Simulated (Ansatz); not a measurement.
# LiPb, one cell by several methods

```
CELL_PARAMETERS angstrom
3.52200 0.00000 0.00000
0.00000 3.52200 0.00000
0.00000 0.00000 3.59244
ATOMIC_POSITIONS crystal
Li 0.50000 0.50000 0.50000
Pb 0.00000 0.00000 0.00000
```

Atoms are numbered in the order listed.

The cell is COD entry 1522614, as deposited and not checked against the literature; nothing was relaxed. It is an old determination, and later ones may differ. The listed cell was then made from it by scaling, straining or moving an atom.

No spin–orbit coupling, which matters for the heavy atoms here.

Levels of theory: DFT, LDA, PAW with Ansatz's default frozen-core files, scalar-relativistic (Ansatz 0.2.0); DFT, LDA, all-electron PAW with datasets made for the crystal, scalar-relativistic (Ansatz 0.2.0); DFT, LDA, all-electron LAPW, scalar-relativistic (Ansatz 0.2.0).

For PAW: a Γ-centred 10×10×10 k mesh, Fermi–Dirac smearing of 0.03 eV, cutoff 420 eV, no spin polarisation; the PAW files were made with PBE, and the program remakes their frozen cores for this functional. The crystal-made all-electron datasets (AE datasets) take a cutoff of 260 eV at this cell. LAPW targets a basis error of 0.5 meV/atom. The Ansatz runs share mesh, smearing and spin set-up. Plane-wave (PAW) pressures include the program's estimate of the Pulay term.

Stress and pressure are positive in compression.

No spin–orbit coupling: at heavy atoms the gradients can be off by tens of per cent for that reason.

In a metal, gradients converge slowly with the k mesh: the values move by tens of per cent from one mesh to another, at times in sign, so only the comparison on one mesh counts.

```csv
quantity,PAW,AE datasets,LAPW
pressure (GPa),-2.59,-2.58,-2.58
stress xx (GPa),-2.44,-2.43,-2.43
stress zz (GPa),-2.89,-2.89,-2.89
field gradient Vzz at Pb2 (10²¹ V/m²),0.65,0.67,–
```

PAW's pressure differs from the LAPW value by about 0.01 GPa or less.
